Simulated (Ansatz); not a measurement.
Wires are cut from relaxed bulk W (Im-3m, 15.69 Å³/atom, gap on the mesh 0.00 eV); atoms and period are relaxed, and energies count from that bulk.

Computed with DFT PBEsol, scalar-relativistic, plane waves, PAW (Ansatz 0.2.0).

Cutoff 420 eV; k points 1×1×20 on the computed 12-atom cell (Γ-centred); Gaussian smearing, width 0.05 eV; no spin polarisation.

Start ([111] wire, 12 host atoms a period):

```
CELL_PARAMETERS angstrom
16.70000 0.00000 0.00000
0.00000 16.00000 0.00000
0.00000 0.00000 2.73175
ATOMIC_POSITIONS crystal
W 0.34578 0.43030 0.00000
W 0.34578 0.70911 0.00000
W 0.26867 0.56970 0.66667
W 0.57711 0.29089 0.00000
W 0.57711 0.56970 0.00000
W 0.50000 0.43030 0.66667
W 0.50000 0.70911 0.66667
W 0.73133 0.56970 0.66667
W 0.42289 0.29089 0.33333
W 0.42289 0.56970 0.33333
W 0.65422 0.43030 0.33333
W 0.65422 0.70911 0.33333
```

Q: Give the relaxed structure and its energy.

A: The free energy falls by 125 meV/atom.

```
excess energy (eV per host atom)                      : 1.611
line energy (eV/Å)                                    : 7.264
period (Å)                                            : 2.661
gap on the mesh (eV)                                  : 0
highest filled level or Fermi level under vacuum (eV) : 4.56
```

Relaxed structure:
```xyz
12
Lattice="16.7000 0.0000 0.0000 0.0000 16.0000 0.0000 0.0000 0.0000 2.6613" Properties=species:S:1:pos:R:3 pbc="T T T"
W     5.8249    6.9139    0.0002
W     5.8541   11.2319    0.0010
W     4.6247    9.1029    1.7735
W     9.5793    4.7801   -0.0010
W     9.6538    9.1247    0.0001
W     8.3500    6.8661    1.7742
W     8.3500   11.2879    1.7742
W    12.0753    9.1029    1.7749
W     7.1207    4.7801    0.8881
W     7.0462    9.1247    0.8870
W    10.8751    6.9139    0.8869
W    10.8459   11.2319    0.8861
```

Spin-orbit coupling is left out, which matters for the bands of heavy elements.

Each run keeps its start's symmetry and one magnetic start, so lower states can exist.

The run took 6.2 min on 4 threads of Intel(R) Xeon(R) Platinum 8259CL CPU @ 2.50GHz (Skylake/Cascade Lake), on a shared host, peak memory 2 GiB.